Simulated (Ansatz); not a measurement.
### Question
Each is relaxed and computed with DFT-r²SCAN in the program Ansatz with PAW potentials. Which is the only metal?
(A) YGePd2, Pnma (Y on 4c, Ge on 4c, Pd on 8d)
(B) GePdS3, C2/m (Pearson symbol mS20)
(C) Cs2Pd3Se4, Fmmm (Cs on 8i, Pd on 4a, Pd on 8e, Se on 16m)
(D) Y2TiO5, Pnma (Pearson symbol oP32)

### Answer
A, YGePd2, Pnma (Y on 4c, Ge on 4c, Pd on 8d). YGePd2: metal; Y2TiO5: gap 3.86 eV (indirect); GePdS3: gap 1.49 eV (indirect); Cs2Pd3Se4: gap 1.23 eV (indirect). Standing as an ambient phase not checked: YGePd2, Pnma (Y on 4c, Ge on 4c, Pd on 8d); Y2TiO5, Pnma (Pearson symbol oP32); GePdS3, C2/m (Pearson symbol mS20); Cs2Pd3Se4, Fmmm (Cs on 8i, Pd on 4a, Pd on 8e, Se on 16m). Weakly bound layers, chains or molecules computed without a dispersion correction, so cells and soft constants are ill determined: GePdS3, C2/m (Pearson symbol mS20). All cells were relaxed under the symmetry of their starts (and spin orders); stability against distortions was not tested throughout. Rows with no word on spin ran without spin polarisation. Spin–orbit coupling is left out wherever it is not named.

Potentials: the later of the program's two PAW sets.
